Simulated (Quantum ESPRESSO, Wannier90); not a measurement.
# Wannierisation of AlInSb$_{2}$ (P-4m2)

```
begin unit_cell_cart
ang
    4.5061700000    0.0000000000    0.0000000000
    0.0000000000    4.5061700000    0.0000000000
    0.0000000000    0.0000000000    6.3488200000
end unit_cell_cart
begin atoms_frac
Al   0.0000000000  0.0000000000  0.0000000000
In   0.5000000000  0.5000000000  0.5000000000
Sb   0.0000000000  0.5000000000  0.2333700000
Sb   0.5000000000  0.0000000000 -0.2333700000
end atoms_frac
```

Materials Project entry mp-1228890; symmetrised, unrelaxed at this level. Not found in the COD (Crystallography Open Database) copy used; not checked further. Computed values, not measurements, from PBEsol: Quantum ESPRESSO (norm-conserving PseudoDojo potentials, cutoff 64 Ry, spinors with spin-orbit coupling) on a Γ-centred 4×4×4 mesh, then Wannier90. Density: 8×8×6 mesh, Gaussian smearing 0.01 Ry. With spin-orbit coupling a semilocal functional can close or falsely invert a small gap; the band order was not checked against a better method. The gap is small at this level and was sampled on the meshes and a path alone.

A tight-binding model is made by disentanglement and projection with no localisation steps (num_iter = 0), so the 32 orbitals stay atom-like: hydrogen-like Al: s;p; In: s;p; Sb: s;p, axes along x, y, z; frozen window up to 4.94 eV relative to the valence-band maximum. It follows pw.x to 21 meV rms for states up to 1.2 eV relative to the valence-band maximum. Matrix elements depend on this choice of orbitals and windows.

**Question.** What are the on-site energies relative to the valence-band maximum, and how fast do the hoppings decay?

**Answer.** 
```
atom         orbitals  energy (eV)
----  ---------------  -----------
Al1             s↑ s↓        -2.28
Al1           pz↑ pz↓         1.72
Al1   px↑ px↓ py↑ py↓         1.82
In2             s↑ s↓        -3.06
In2           pz↑ pz↓         2.19
In2   px↑ px↓ py↑ py↓         2.09
Sb3             s↑ s↓        -7.18
Sb3   pz↑ pz↓ px↑ px↓         0.20
Sb3           py↑ py↓         0.16
Sb4             s↑ s↓        -7.18
Sb4   pz↑ pz↓ py↑ py↓         0.20
Sb4           px↑ px↓         0.16
```

```csv
distance of the centres (Å),largest modulus (eV)
2–3,1.6
3–4,0.97
4–5,0.40
5–6,0.068
6–7,0.14
7–8,0.21
8–9,0.050
```

Effective spin-orbit constants λ of λ L·S, from the same-site elements px↑–py↑ (λ/2) and dx2-y2↑–dxy↑ (λ), where they are among the larger elements: Sb3 p 0.40 eV, Sb4 p 0.40 eV.
